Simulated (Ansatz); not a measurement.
LaPt$_{3}$:
```
CELL_PARAMETERS angstrom
      4.13782     0.00000     0.00000
      0.00000     4.13782     0.00000
      0.00000     0.00000     4.13782
ATOMIC_POSITIONS crystal
  Pt 0.00000 0.50000 0.50000
  Pt 0.50000 0.00000 0.50000
  Pt 0.50000 0.50000 0.00000
  La 0.00000 0.00000 0.00000
```

Relaxed with LDA. Special points in fractions of this cell's reciprocal vectors: Γ (0.000, 0.000, 0.000); X (0.000, 0.500, 0.000); M (0.500, 0.500, 0.000); R (0.500, 0.500, 0.500).

Q: List the band energies nearest the Fermi level at these points for the program Ansatz at the LDA level (PAW).

A: In eV from the Fermi level; about four levels below and three above (degenerate sets whole), none deeper than 8.9 eV; points with the same levels are listed once.

| k | below | above |
|---|---|---|
| Γ | -2.63 -2.63 -2.63 -1.03 -1.03 -0.21 | 0.26 0.26 0.26 |
| X | -1.79 -1.79 -1.77 -0.87 | 0.27 2.25 2.25 |
| M | -1.92 -1.92 -1.48 -0.82 | 1.84 1.84 3.45 3.45 |
| R | -0.47 -0.13 -0.13 -0.13 | 2.47 2.47 2.47 |

Space group Pm-3m (Cu3Au type). The workflow started from an entry of the Crystallography Open Database (COD). Its standing as an ambient phase is unchecked. Symmetry was held in the LDA relaxation; of distortions, only those at the zone centre were tested. No spin polarisation was allowed. Spin–orbit coupling is left out wherever it is not named.

Potentials: the later of the program's two PAW sets.
